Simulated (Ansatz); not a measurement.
Zn2GeO4:
```
CELL_PARAMETERS angstrom
      0.00000     4.16457     4.16457
      4.16457     0.00000     4.16457
      4.16457     4.16457     0.00000
ATOMIC_POSITIONS crystal
  Zn 0.62500 0.62500 0.62500
  Zn 0.12500 0.62500 0.62500
  Zn 0.62500 0.12500 0.62500
  Zn 0.62500 0.62500 0.12500
  Ge 0.25000 0.25000 0.25000
  Ge 0.00000 0.00000 0.00000
  O  0.87645 0.87645 0.87645
  O  0.37065 0.87645 0.87645
  O  0.87645 0.37065 0.87645
  O  0.87645 0.87645 0.37065
  O  0.37355 0.37355 0.37355
  O  0.87935 0.37355 0.37355
  O  0.37355 0.87935 0.37355
  O  0.37355 0.37355 0.87935
```

Relaxed with r²SCAN. Plane-wave PAW r²SCAN (Ansatz code) gives a gap of 2.20 eV.

Task: What gap does HSE06 give on the same cell (Ansatz, PAW)?

Result: 3.47 eV, 1.26 eV more. The hybrid was solved on a coarser mesh and at special points; the gap given is the minimum over both.

| k | v1 r²SCAN | c1 r²SCAN | v1 HSE06 | c1 HSE06 |
|---|---|---|---|---|
| Γ | 0.00 | 2.20 | 0.00 | 3.47 |
| X | -0.15 | 5.89 | ? | ? |
| L | -0.16 | 4.69 | ? | ? |
| W | -0.30 | 6.13 | ? | ? |
| K | -0.13 | 5.91 | ? | ? |

Task: Top valence (v1) and lowest conduction level (c1) in eV from each method's valence maximum (which need not be a listed point): supply the withheld HSE06 values.

Result: 
- L, v1 HSE06: -0.13
- L, c1 HSE06: 6.04
- W, v1 HSE06: -0.30
- W, c1 HSE06: 7.57
- K, v1 HSE06: -0.10
- K, c1 HSE06: 7.31
- X, v1 HSE06: -0.15
- X, c1 HSE06: 7.29

Cost on shared cores: the r²SCAN run (SCF on a 6×6×6 mesh, then bands and DOS) very roughly 2.9 core-minutes, the HSE06 run (SCF on 4×4×4, then a few points) around 15 core-minutes (rough); the tasks are unlike.

Space group Fd-3m (spinel). The cell is a constructed one: a structure type filled with these elements; neither database checked (COD, Materials Project) lists it. COD files the formula under space group No. 95, 148. Whether it is the stable phase at ambient conditions was not checked. The r²SCAN relaxation kept the symmetry of its start; whether a distortion lowers the energy is not shown. Scalar-relativistic: spin–orbit coupling is off unless named, which matters more the heavier the elements.

Potentials: the earlier of the program's two PAW sets.
